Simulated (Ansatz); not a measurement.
Sc3Si5 in space group P-62c (No. 190; Sc on 6g, Si on 6h, Si on 2b, Si on 2d) at seven volumes, PBE (plane waves, PAW; program Ansatz), shape and atoms relaxed at each. One row is withheld.

| V (Å³/atom) | P (GPa) |
|---|---|
| 15.557 | 11.15 |
| 16.070 | 6.83 |
| 16.583 | ? |
| 17.095 | 0.00 |
| 17.608 | -2.68 |
| 18.121 | -4.95 |
| 18.634 | -6.86 |

Task: Fit the shown pressures and predict the withheld one.

Result: Third-order Birch–Murnaghan: P = (3/2)B₀(x^(7/2) − x^(5/2))[1 + (3/4)(B′ − 4)(x − 1)] with x = (V₀/V)^(2/3). Least squares on the six rows gives V₀ = 17.095 Å³/atom, B₀ = 96.24 GPa, B′ = 4.39. At V = 16.583, x = 1.0205 and P = 3.13 GPa. The run itself gave 3.14 GPa.

The start of the workflow was typed in or built on a structure type; neither database checked (COD, Materials Project) lists it. Whether it is the stable phase at ambient conditions was not checked. The cell was relaxed with PBE under the symmetry of its start; its stability against distortions is not shown here. The run is not spin-polarised.

Potentials: the earlier of the program's two PAW sets.
